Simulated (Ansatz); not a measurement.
Hg:
```
Hg
1.0
   -1.83896     1.83896     1.97167
    1.83896    -1.83896     1.97167
    1.83896     1.83896    -1.97167
Hg
1
Direct
  0.50000   0.50000   0.00000
```

Relaxed with r²SCAN. Special points in fractions of this cell's reciprocal vectors: Γ (0.000, 0.000, 0.000); X (0.000, 0.000, 0.500); P (0.250, 0.250, 0.250); N (0.000, 0.500, 0.000); M (0.500, 0.500, -0.500); S (0.467, 0.533, -0.467); S0 (-0.467, 0.467, 0.467); R (-0.435, 0.435, 0.500); G (0.500, 0.500, -0.435).

Q: List the band energies nearest the Fermi level at these points for plane-wave PAW r²SCAN (Ansatz code).

A: In eV from the Fermi level; about four levels below and three above (degenerate sets whole), none deeper than 8.9 eV; … stands for higher levels left out; points with the same levels are listed once.

```csv
k,below,above
Γ,-7.21 -7.21 -7.07 -6.55 -6.40,14.30 …
X,-6.37 -5.91 -1.35 -0.60,…
P,-7.10 -7.10 -6.47 -6.37 -1.05,…
N,-6.40 -5.96 -1.76 -0.86,…
M,-7.70 -6.10 -6.04 -6.04,2.23 3.01 …
S,-7.68 -6.12 -6.07 -6.05,1.90 3.10 …
R,-7.66 -7.66 -6.14 -6.12 -6.03,1.68 3.19 …
```

Space group I4/mmm (body-centred tetragonal). The workflow started from a Materials Project entry (that database holds measured and hypothetical structures alike); the Crystallography Open Database copy checked does not list it. It is not the usual solid phase (space group No. 166). Symmetry was held in the r²SCAN relaxation; whether a distortion lowers the energy is not shown. The substance is a gas or liquid at ambient conditions. Scalar-relativistic: spin–orbit coupling is off unless named, which matters more the heavier the elements.

Potentials: the later of the program's two PAW sets.
